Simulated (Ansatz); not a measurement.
CaO (rock salt)

```
CaO
1.0
    0.00000     4.79479     4.79479
    2.39740     2.39740     4.79479
    2.39740     2.39740     0.00000
O Ca
2 2
Direct
  0.00000   0.00000   0.00000
  0.50000   0.00000   0.00000
  0.00000   0.50000   0.50000
  0.50000   0.50000   0.50000
```

The atoms are displaced by Q × the pattern below (from a DFPT mode at X = (0.5, 0.5, 0.0), largest move 1; Q in Å), at fixed cell. (q is in reciprocal vectors of the primitive cell; the cell shown is doubled to hold the pattern.)

```
atom      x      y       z
----  -----  -----  ------
O1    0.000  0.000  -1.000
O2    0.000  0.000   1.000
Ca3   0.000  0.000  -0.196
Ca4   0.000  0.000   0.196
```

Level of theory: r2SCAN (plane waves to 500 eV, PAW, scalar-relativistic; Ansatz, a first-principles code). k mesh 12×12×12 (Γ-centred), Fermi-Dirac smearing 0.05 eV. Energies are smeared free energies. CaO was relaxed with its symmetry unable to fall. ΔE is measured from the undisplaced structure.

| Q (Å) | ΔE (eV/cell) |
|---|---|
| -0.180 | 0.334 |
| -0.120 | 0.148 |
| -0.060 | 0.037 |
| 0.000 | 0.000 |
| 0.060 | 0.037 |
| 0.120 | 0.148 |
| 0.180 | 0.334 |

Question: Which DFPT wavenumber at X = (0.5, 0.5, 0.0) belongs to this mode?
(A) 300 cm⁻¹
(B) 398 cm⁻¹
(C) 204 cm⁻¹

Answer: B, 398 cm⁻¹. The curvature of the scan gives 398 cm⁻¹

(A displaced cell: forces are minus the slopes of the energy, force constants its curvatures, and phonons follow from these.)
